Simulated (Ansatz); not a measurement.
## Fields on a plane of ZnInGaO4 (InGaZnO4 type, space group R3m)

```yaml
crystal:
  lattice:
    - [1.67802, 0.96880, 8.70383]
    - [-1.67802, 0.96880, 8.70383]
    - [0.00000, -1.93761, 8.70383]
  atoms:
    - { symbol: In, position: [0.99692, 0.99692, 0.99692] }
    - { symbol: Ga, position: [0.21295, 0.21295, 0.21295] }
    - { symbol: Zn, position: [0.78120, 0.78120, 0.78120] }
    - { symbol: O, position: [0.13648, 0.13648, 0.13648] }
    - { symbol: O, position: [0.87896, 0.87896, 0.87896] }
    - { symbol: O, position: [0.28877, 0.28877, 0.28877] }
    - { symbol: O, position: [0.70473, 0.70473, 0.70473] }
```

The slice is a (1 -1 0 2) plane (indices of the conventional cell) through the point (0.997, 0.997, 0.997) (fractional), spanned by u = [1 0 -1] and v = [010] in vectors of this cell: u (3.36 Å) and v (8.92 Å, at 90° to u). It covers one period; positions are fractions (u, v).

Atoms on it: In at (0.00, 0.00). Other atoms lie within 1 Å of the plane.

All values below come from PBE (plane waves to 420 eV, PAW, scalar-relativistic; Ansatz, an electronic-structure program). k mesh 11×11×11. Near the nuclei the fields are pseudised (PAW); where an atom keeps semicore shells as valence, they peak there. ZnInGaO4 was relaxed with its symmetry unable to fall.

```
|9988774433333333447788|
|7777554433333333445577|
|4444333322333322333344|
|2222222222222222222222|
|2211111111111111111111|
|2222111111000011111122|
|3333221111000011112233|
|5555442211111111224455|
|6655443322111122334455|
|6655443322111122334455|
|5555442211000011224455|
|4433332211000011223333|
|3322221100000000112222|
|3333221100000000112233|
|4444332211000011223344|
|5555442211000011224455|
|5555443311111111334455|
|5544332211111111223344|
|4433332211111111223333|
|2222111100000000111122|
|1111110000000000001111|
|1100000000000000000000|
|1111111111111111111111|
|2222222222222222222222|
|4444333322333322333344|
|7777554433333333445577|
|9988774433333333447788|
|9999775533222233557799|
```
Scale: ten equal steps from -1.66 (start of '0') to 1.12 (end of '9'), in the order '0123456789'. Values: log₁₀ of the valence density in e/Å³. The map has 11 points along u (two characters each, u = 0 at the left) and 28 along v (v = 0 in the bottom row). The scale is logarithmic, as a density can span decades between atoms and voids.

```
|x ::....:: |
|.::..::..::|
|::..:--:..:|
|    .::.   |
|     ..    |
|.          |
|+=:.    .:=|
|@%*-    -*%|
|@@#=.  .=#@|
|@@#=.  .=#@|
|%#+:    :+#|
|=-:.    .:-|
|           |
|..        .|
|+=-.    .-=|
|%#+:    :+#|
|%#+-.  .-+#|
|#*+:    :+*|
|==-.    .-=|
|...      ..|
|           |
|           |
|     ..    |
|..  .::.  .|
|::..:--:..:|
|.::..::..::|
|x ::....:: |
|xx.:.  .:.x|
```
Scale: ten equal steps from 0.01 (start of ' ') to 0.81 (end of '@'), in the order ' .:-=+*#%@'. Values: electron localisation function (ELF). The map has 11 points along u (one character each, u = 0 at the left) and 28 along v (v = 0 in the bottom row). Points within 0.4 Å of a nucleus are blanked (x), as the pseudised field means little there.
